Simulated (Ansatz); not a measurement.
Ti3Ag, DFT, LDA, all-electron LAPW, scalar-relativistic (Ansatz 0.2.0), run on 1 thread of Arm Neoverse V1 on a shared host.

The cell comes from COD entry 1509562, which wasn't checked; take it as a given geometry. The listed cell was then made from it by scaling, straining or moving an atom.

Command: `ansatz run input.yaml --threads 1 --pin off --max-ram 4096MiB --backend cpu --events-out ev --progress --plain --runs-dir out`

```yaml
crystal:
  lattice:
    - [4.187, 0.0, 0.0]
    - [0.0, 4.187, 0.0]
    - [0.0, 0.0, 3.871]
  atoms:
    - { symbol: Ti, position: [0.0, 0.5, 0.5] }
    - { symbol: Ti, position: [0.5, 0.0, 0.5] }
    - { symbol: Ti, position: [0.5, 0.5, 0.0] }
    - { symbol: Ag, position: [0.0, 0.0, 0.0] }
kpoints:
  mp_grid: { grid: [9, 9, 9] }
  band_path:
    path:
      - [0.0, 0.0, 0.0]
      - [0.0, 0.5, 0.0]
      - [0.5, 0.5, 0.0]
      - [0.0, 0.0, 0.0]
      - [0.0, 0.0, 0.5]
      - [0.0, 0.5, 0.5]
      - [0.5, 0.5, 0.5]
      - [0.0, 0.0, 0.5]
      - [0.0, 0.5, 0.0]
    npoints: 5
scf:
  occupations: { method: fermi_dirac, width: 0.08 }
hamiltonian:
  xc: lda
  pseudopotentials: { kind: all_electron, lapw: { basis_error: 0.0005 } }
output:
  forces: true
  stress: true
  eigenvalues: true
```

(1) How large is the problem that the program sets up?

(2) About how long does it take, and how much memory does it use?

Results:

(1) 75 irreducible k-points, 611 plane waves at Γ, 33 bands.

(2) 89 s of wall time for 13 SCF iterations, with a peak of 0.66 GiB. Times on shared machines scatter by tens of per cent.
